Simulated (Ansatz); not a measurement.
Consider the following.

K2NaGaP2:
```
CELL_PARAMETERS angstrom
     -3.28428     7.19068     3.17154
      3.28428    -7.19068     3.17154
      3.28428     7.19068    -3.17154
ATOMIC_POSITIONS crystal
  K  0.67426 0.74665 0.42091
  K  0.32574 0.25335 0.57909
  K  0.82574 0.24665 0.07239
  K  0.17426 0.75335 0.92761
  Na 0.75000 0.75000 0.00000
  Na 0.25000 0.25000 0.00000
  Ga 0.25000 0.75000 0.50000
  Ga 0.75000 0.25000 0.50000
  P  0.90734 0.69909 0.60643
  P  0.09266 0.30091 0.39357
  P  0.59266 0.19909 0.79174
  P  0.40734 0.80091 0.20826
```

This is the PBEsol-relaxed structure. Cartesian axes are those of the cell as given.

**Question.** All from the program Ansatz at the PBEsol level (PAW), unless another level is named. Predict the hole effective mass with spin–orbit coupling.

**Answer.** 0.26, 1.7, 24 mₑ (principal values).

**Question.** And the gap with spin–orbit coupling?

**Answer.** 1.41 eV.

**Question.** Give the HSE06 gap on the PBEsol cell.

**Answer.** 2.24 eV.

**Question.** What about the electron effective mass with spin–orbit coupling?

**Answer.** 0.17, 0.17, 0.19 mₑ (principal values).

**Question.** And the valence-band maximum?

**Answer.** on the Γ–X line, 25 % of the way from Γ (k = -0.125, 0.125, -0.125 in fractions of the reciprocal vectors).

Space group Ibam. The workflow started from a Materials Project entry (that database holds measured and hypothetical structures alike); the Crystallography Open Database files this formula in space group No. 72, but the cells were not matched. Whether it is the stable phase at ambient conditions was not checked. The cell was relaxed with PBEsol under the symmetry of its start; its stability against distortions is not shown here. Spin–orbit coupling is left out wherever it is not named.

Potentials: the later of the program's two PAW sets.
